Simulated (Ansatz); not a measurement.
A relaxed cell of Al2GaAs3 is given with its symmetry left out. The cell was found from a structure generator's guess, not taken from experiment.

Theory: Ansatz 0.2.0, DFT PBE, scalar-relativistic, plane waves, PAW. Cutoff 420 eV, Γ-centred mesh, Gaussian smearing, no spin polarisation.

```yaml
crystal:
  lattice:
    - [-2.02776, 2.02776, 8.59806]
    - [2.02776, -2.02776, 8.59806]
    - [2.02776, 2.02776, -8.59806]
  atoms:
    - { symbol: Al, position: [0.66679, 0.66679, 0.00000] }
    - { symbol: Al, position: [0.33321, 0.33321, 0.00000] }
    - { symbol: Ga, position: [0.00000, 0.00000, 0.00000] }
    - { symbol: As, position: [0.91610, 0.41610, 0.50000] }
    - { symbol: As, position: [0.25000, 0.75000, 0.50000] }
    - { symbol: As, position: [0.58390, 0.08390, 0.50000] }
```

The zero of energy is the elements' standard structures at the same level; no fitted shifts are applied.

Question: What space group does it have?

Answer: I-4m2 (No. 119), with Al and Ga ordered on zinc blende sites. Conventional cell: a = 4.056 Å, c = 17.196 Å. Al has 4 As at 2.48 Å; around Ga lie 4 As at 2.49 Å; As on a site of symmetry 2mm has 2 Al at 2.48 Å and 2 Ga at 2.49 Å; around As on a site of symmetry -4m2 lie 4 Al at 2.48 Å.

Question: How far does it lie from the elements in energy?

Answer: −0.440 eV/atom. It lies below the elements, which doesn't yet make it stable against other compounds or structures.

Question: Is it a metal?

Answer: No, the gap on the 10×10×10 mesh is 1.11 eV.

The last run used a 10×10×10 mesh for its 6-atom cell and Gaussian smearing of 0.02 eV. Kohn–Sham gaps at this level usually fall short of measured ones. The reference form of As is held partly by dispersion forces, which this level lacks. A later test with randomly moved atoms came back to the same energy, though modes that don't fit the test's cell weren't probed.
